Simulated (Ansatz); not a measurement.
TaSnO:
```xyz
6
Lattice="3.9864 0.0000 0.0000 0.0000 3.9864 0.0000 0.0000 0.0000 6.6237" Properties=species:S:1:pos:R:3 pbc="T T T"
Ta     0.0000     1.9932     4.4666
Ta     1.9932     0.0000     2.1571
Sn     0.0000     0.0000     0.0000
Sn     1.9932     1.9932     0.0000
O      1.9932     0.0000     4.0135
O      0.0000     1.9932     2.6102
```

Relaxed with PBEsol. Special points in fractions of this cell's reciprocal vectors: Γ (0.000, 0.000, 0.000); X (0.000, 0.500, 0.000); M (0.500, 0.500, 0.000); Z (0.000, 0.000, 0.500); R (0.000, 0.500, 0.500); A (0.500, 0.500, 0.500).

**Question.** List the band energies nearest the Fermi level at these points for the program Ansatz at the PBEsol level (PAW).

**Answer.** In eV from the Fermi level; about four levels below and three above (degenerate sets whole), none deeper than 8.9 eV; points with the same levels are listed once.

| k | below | above |
|---|---|---|
| Γ | -2.51 -2.00 -1.71 -0.04 | 0.53 0.84 0.88 |
| X | -1.05 -1.05 -0.38 -0.38 | 1.41 1.41 1.57 1.57 |
| M | -4.87 -4.87 -1.02 -1.02 | 0.22 0.22 0.99 0.99 |
| Z | -2.29 -2.29 -0.60 -0.20 -0.04 | 0.44 0.44 0.84 |
| R | -0.33 -0.33 -0.05 -0.05 | 0.79 0.79 1.94 1.94 |
| A | -2.53 -2.53 -0.17 -0.17 | 0.99 0.99 1.52 1.52 |

Space group P4/nmm. The start of the workflow was typed in or built on a structure type; neither database checked (COD, Materials Project) lists it. Whether it is the stable phase at ambient conditions was not checked. The cell was relaxed with PBEsol under the symmetry of its start; its stability against distortions is not shown here. The run is not spin-polarised. Spin–orbit coupling is left out wherever it is not named.

Potentials: the earlier of the program's two PAW sets. The files were generated under PBE; for other functionals the program regenerates the frozen cores, and for LDA and PBEsol the local potential too.
